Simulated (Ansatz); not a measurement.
Relaxed PbSe (rock salt):

```yaml
crystal:
  lattice:
    - [0.00000, 3.10888, 3.10888]
    - [3.10888, 0.00000, 3.10888]
    - [3.10888, 3.10888, 0.00000]
  atoms:
    - { symbol: Se, position: [0.00000, 0.00000, 0.00000] }
    - { symbol: Pb, position: [0.50000, 0.50000, 0.50000] }
```

In each cell atom 2 (Pb, nearest neighbour Se at 3.109 Å; its periodic images, 4.4 Å or more away, move with it) moves by s·(0.707, 0.707, 0.000) (along Cartesian [110]), the rest being held.

All values below come from PBE (plane waves to 420 eV, PAW, scalar-relativistic; Ansatz, a quantum-chemistry and plane-wave program). k mesh 8×8×8 (Γ-centred), Fermi-Dirac smearing 0.05 eV. The energy includes the smearing's −TS. F∥ is the force on the atom along that direction. PbSe was relaxed with its symmetry unable to fall. Spin-orbit coupling is left out, though Pb is heavy. ΔE is measured from the undisplaced structure.

```csv
s (Å),F∥ (eV/Å),ΔE (meV/cell)
-0.620,1.503,[?]
-0.496,[?],139.2
-0.372,0.478,53.7
-0.248,[?],14.3
-0.124,0.040,1.8
0.000,0.000,0.0
0.124,-0.040,1.8
0.248,[?],14.3
0.372,-0.478,53.7
0.496,[?],139.2
0.620,-1.503,[?]
```

Question: Some entries are withheld; supply them.

Answer: 
- -0.620, ΔE (meV/cell): 288.7
- -0.496, F∥ (eV/Å): 0.926
- -0.248, F∥ (eV/Å): 0.184
- 0.248, F∥ (eV/Å): -0.184
- 0.496, F∥ (eV/Å): -0.926
- 0.620, ΔE (meV/cell): 288.7

(A displaced cell: forces are minus the slopes of the energy, force constants its curvatures, and phonons follow from these.)
